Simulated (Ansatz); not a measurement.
Relaxed-ion elastic tensor of YN (rock salt, Fm-3m) in GPa (Voigt order), DFT-PBEsol in the program Ansatz with PAW potentials; density 5.97 g/cm³, 14.31 Å³ per atom.

```
 349  83.0  83.0   0.0   0.0   0.0
83.0   349  83.0   0.0   0.0   0.0
83.0  83.0   349   0.0   0.0   0.0
 0.0   0.0   0.0   127   0.0   0.0
 0.0   0.0   0.0   0.0   127   0.0
 0.0   0.0   0.0   0.0   0.0   127
```

Question: Is the crystal mechanically stable?

Answer: Yes: the smallest eigenvalue of C is 127 GPa.

Question: Work out the Voigt, Reuss and Hill averages.

Answer: K_V = 172, K_R = 172, K_H = 172; G_V = 129, G_R = 129, G_H = 129 GPa.

Question: Give Young's modulus, Poisson's ratio, Pugh's ratio and the universal anisotropy index.

Answer: E = 9KG/(3K + G) = 310 GPa; ν = 0.20; K/G = 1.33 (brittle by the Pugh limit of 1.75); A_U = 5G_V/G_R + K_V/K_R − 6 = 0.00.

Question: Estimate the sound speeds and the Debye temperature.

Answer: v_l = √((K + 4G/3)/ρ) = 7590 m/s, v_t = √(G/ρ) = 4650 m/s, mean 5130 m/s; Θ = (h/k)(3n/4πV)^(1/3) v_m = 629 K.

Question: Give the Zener ratio and Young's modulus along [100], [110] and [111].

Answer: A = 2C44/(C11 − C12) = 0.95; 1/E = S11 − 2(S11 − S12 − S44/2)Γ with Γ = 0, 1/4, 1/3 gives 317, 308, 305 GPa.

Symmetry was held in the PBEsol relaxation; phonons on a q-mesh show no instability. No spin polarisation was allowed.

Potentials: the later of the program's two PAW sets.
